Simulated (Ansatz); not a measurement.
This run works on a generated trial structure, not on a known crystal.

Input and command of a plane-wave DFT calculation in Ansatz:

```yaml
crystal:
  lattice:
    - [3.5980488127, 0.0, 0.0]
    - [0.0, 3.5980488127, 0.0]
    - [0.0, 0.0, 7.7863188192]
  atoms:
    - { symbol: Hf, position: [0.0, 0.0, 0.0] }
    - { symbol: Ga, position: [0.0, 0.5, 0.5] }
    - { symbol: Ga, position: [0.5, 0.0, 0.5] }
    - { symbol: As, position: [0.5, 0.5, 0.1766598576] }
    - { symbol: As, position: [0.5, 0.5, 0.8233401424] }
basis:
  ecutwfc: 420
kpoints:
  mp_grid: { grid: [10, 10, 6] }
hamiltonian:
  xc: pbe
scf:
  occupations: { method: gaussian, width: 0.1 }
output:
  forces: true
  stress: true
  eigenvalues: true
  write_density: true
  write_potential: true
  elf: true
  volumetric_format: npy
relax:
  adjacent_minimum: "off"
  f_tol: 0.01
  max_steps: 80
  cell: { stress_tol: 0.05 }
```

```bash
ansatz run input.yaml --threads 1 --pin off --max-ram 2560MiB --backend cpu --events-out ev --progress --plain --runs-dir out
```

Processor: Intel(R) Xeon(R) 6975P-C (Granite Rapids), 1 thread, on a host shared with other jobs.

Task: How long does it run, and how much memory does it take?

Result: About 73 s, peak memory 0.68 GiB. It solves 50 bands at 84 k points (after reduction by symmetry) with about 1945 plane waves (on the last cell), in 34 SCF iterations over 5 ionic steps.
